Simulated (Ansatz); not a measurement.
Al3GaO6 (corundum sites, R3): the band gap by level of theory

All numbers come from Ansatz. Values at 0 K without nuclear motion; no magnetic order is allowed, and the phase may be a hypothetical one.

The cell is a 10-atom cell of Al3GaO6 built on the corundum structure (relaxed group R3); cell and atoms were relaxed with r2SCAN. Space group R3 (No. 146), trigonal; a = 4.816 Å, c = 13.103 Å in the conventional setting, 8.77 Å³ an atom. Al has 6 O at 1.86–1.98 Å; Al has 6 O at 1.86–1.97 Å; Al has 6 O at 1.86–1.96 Å; Ga has 6 O at 1.90–2.08 Å; O has 3 Al at 1.86–1.98 Å and 1 Ga at 1.90 Å; O has 3 Al at 1.86–1.96 Å and 1 Ga at 2.08 Å.

Relaxed lattice by functional, symmetry kept:
```
functional  k mesh  a (Å)   c (Å)  volume (Å³/atom)
       PBE   6×6×6  4.871  13.245              9.07
    r2SCAN   6×6×6  4.816  13.103              8.77
    PBEsol   6×6×6  4.831  13.120              8.84
```

Band edges at fixed r2SCAN geometry:

| level | k mesh | gap (eV) | kind | edges | least direct gap (eV) |
| --- | --- | --- | --- | --- | --- |
| PBE+SOC | 6×6×6 | 4.97 | indirect | (-0.135, -0.016, 0.120) → Γ | 5.05 |
| r2SCAN | 6×6×6 | 5.77 | indirect | (-0.135, -0.016, 0.120) → Γ | 5.86 |
| HSE06 | 4×4×4 | 6.84 | indirect | (-0.135, -0.016, 0.120) → Γ | 6.91 |
| PBE0 | 4×4×4 | 7.58 | indirect | (-0.135, -0.016, 0.120) → Γ | 7.66 |

Wave cutoffs: 420 eV, 500 eV (r2SCAN).
Points off the special ones are mesh points or PBE's searched band edges, reused at the other levels. PBE's own run along the path (4.98 eV) came before the search for the edges and missed one, so it isn't listed.

With HSE06 the valence top lies at k = (-0.135, -0.016, 0.120) and the conduction bottom at Γ, 6.84 eV higher; the smallest vertical gap, at Γ, is 6.91 eV.

Among these functionals the gap stays indirect.

r2SCAN (ground state on 6×6×6): ε∞: 3.30 along x and y, 3.24 along z. Born charges, averaged over directions: Al +2.99 to +3.04, Ga +3.15, O -2.04 e. The program notes that the ground state's band table doesn't vouch for all the bands that the response reads.

Only the levels marked +SOC include spin-orbit coupling.

Coordinates of k points refer to the reciprocal vectors of the primitive cell of the runs.

The meshes of the hybrids are coarse, so their gaps aren't converged to the digits shown.
